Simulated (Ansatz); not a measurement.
## Rocksalt alloy of PbS and CaS (28 of 32 Pb sites exchanged), 64 atoms

Ansatz, PAW, plane waves. PBEsol relaxation of volume and atoms (shape held) at the single k point (¼, ¼, ¼) without its symmetry partners; single points on the relaxed atoms at the single k point (¼, ¼, ¼) without its symmetry partners, onto which points of the small cell's zone fold. Arrangement: clustered. No spin–orbit coupling unless named.

Relaxed structure:

```xyz
64
Lattice="11.3513 0.0000 0.0000 0.0000 11.3513 0.0000 0.0000 0.0000 11.3513" Properties=species:S:1:pos:R:3 pbc="T T T"
S     2.8325   11.3456   11.3470
S     2.7684   11.2704    5.6859
S     2.8411    5.6782    0.0033
S     2.8370    5.7350    5.6774
S     8.5180    0.0036   11.2977
S     8.5884   11.3448    5.7622
S     8.5165    5.6768    0.0015
S     8.5262    5.6836    5.6855
S    11.3462    2.8372    0.0015
S    11.3053    2.8399    5.6873
S    11.3482    8.5139    0.0068
S    11.3457    8.5057    5.6823
S     5.6872    2.8394   11.3053
S     5.7764    2.9281    5.7735
S     5.6811    8.5047   11.3496
S     5.6876    8.4613    5.6847
S     0.0552   11.3458    2.8395
S     0.0116   11.3508    8.5241
S     0.0124    5.6810    2.8442
S     0.0108    5.6734    8.5171
S     5.5840   11.2568    2.7493
S     5.6713   11.3461    8.5685
S     5.6717    5.7256    2.8419
S     5.6773    5.6807    8.5254
S     2.7719    2.8426    2.7596
S     2.8401    2.8346    8.5764
S     2.8330    8.5050    2.8378
S     2.8428    8.5123    8.5200
S     8.5929    2.9196    2.8387
S     8.5271    2.8428    8.5273
S     8.5192    8.4549    2.8471
S     8.5172    8.5094    8.5194
Ca    0.0093   11.3508   11.3473
Ca    0.0033   11.3392    5.6892
Ca    0.0034    5.6750    0.0054
Ca   11.3493    5.6823    5.6806
Ca    5.6674   11.3407   11.3396
Ca    5.6787    5.6815   11.3507
Ca    5.6891    5.6888    5.6908
Ca    2.8331    2.8352   11.3460
Ca    2.8371    8.5105    0.0022
Ca    2.8355    8.5044    5.6802
Ca    8.5272    2.8495   11.3478
Ca    8.5358    2.8513    5.6957
Ca    8.5154    8.5079    0.0006
Ca    8.5262    8.5035    5.6919
Ca    2.8241   11.3370    2.8280
Ca    2.8315   11.3404    8.5288
Ca    2.8332    5.6850    2.8310
Ca    2.8448    5.6824    8.5240
Ca    8.5237    0.0005    8.5288
Ca    8.5244    5.6857    2.8442
Ca    8.5198    5.6754    8.5190
Ca    0.0066    2.8461    2.8378
Ca   11.3503    2.8363    8.5290
Ca    0.0106    8.5045    2.8430
Ca    0.0034    8.5117    8.5220
Ca    5.6915    2.8466    8.5347
Ca    5.6678    8.4962    2.8313
Ca    5.6790    8.5044    8.5280
Pb    5.6786   11.3356    5.6898
Pb    2.8366    2.8443    5.6884
Pb    8.5259   11.3450    2.8321
Pb    5.6801    2.8457    2.8319
```

Q: What are the mean bond lengths by pair (pairs within 1.2 times the sum of covalent radii, less contacts 15 % beyond the pair's median; cation–cation pairs of compounds aside; long ionic contacts are cut short by that bound)?

A: Ca–S 2.828 ± 0.026 Å (standard deviation, 168 bonds); Pb–S 2.910 ± 0.026 Å (standard deviation, 24 bonds).

Q: What gap lies between the top filled and the lowest empty level in the single points?

A: HSE06 3.49 eV (39 s on NVIDIA H100). Away from Γ this isn't the crystal's band gap.
